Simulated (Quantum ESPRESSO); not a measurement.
Space group F-43m (No. 216); a = b = c = 5.6605 Å, α = β = γ = 90.00°

```json
[
 {"atom": "Ga", "site": "4a", "symmetry": "-43m", "x": "0.0000", "y": "0.0000", "z": "0.0000"},
 {"atom": "As", "site": "4c", "symmetry": "-43m", "x": "0.2500", "y": "0.2500", "z": "0.2500"}
]
```
(The calculation used a cell of 2 atoms; values per cell refer to that cell.)

Cell and atoms were relaxed with PBEsol from Materials Project entry mp-2534, within its symmetry.

Question: What does norm-conserving PBE (stringent potentials; Quantum ESPRESSO, 114 Ry, without SOC) give for the electronic structure near the Fermi level?

Answer: The PBE gap is direct, 0.49 eV at Γ. Spin-orbit splittings are left out.
